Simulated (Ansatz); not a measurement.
The start is a relaxed MgSe cell, doubled along one cell vector, shaken by Gaussian noise of σ = 0.08 Å a coordinate. A full variable-cell relaxation at zero pressure is run with r2SCAN (plane waves to 500 eV, PAW, scalar-relativistic; Ansatz, a program for electronic structure). The first steps use a coarse 7×7×4 k-mesh.

Starting cell:
```
CELL_PARAMETERS angstrom
      0.00000     2.73617     2.73617
      2.73617     0.00000     2.73617
      5.47233     5.47233     0.00000
ATOMIC_POSITIONS crystal
  Mg 0.47761 0.47696 0.24916
  Mg 0.52324 0.51232 0.75025
  Se 0.98064 0.06927 0.97732
  Se 0.03189 0.97578 0.51594
```

- Largest initial force = 1.45 eV/Å, on Se3 (atoms numbered as listed)
- Energy released = 0.070 eV/atom
- Relative to the parent = The parent structure is recovered, Fm-3m (No. 225)
- Shortest distances (start → end) = The closest pairs of elements (up to four, under 3.6 Å), start → end: Mg–Se 2.49 → 2.74 Å; Se–Se 3.54 → 3.87 Å
- Band gap at the end = 2.48 eV, indirect (valence top at Γ, conduction bottom at X) (no spin-orbit coupling)
- Optimiser moves = 4

It ends as:

Space group Fm-3m (No. 225); a = 5.472 Å, b = 5.472 Å, c = 5.472 Å, α = 90.00°, β = 90.00°, γ = 90.00°

```csv
atom,site,symmetry,x,y,z
Mg,4a,m-3m,0.0000,0.0000,0.0000
Se,4b,m-3m,0.5000,0.5000,0.5000
```
(The calculation used a cell of 2 atoms; values per cell refer to that cell.)

Final values are on a 10×10×10 k-mesh of the relaxed cell. No spin polarisation in the result.
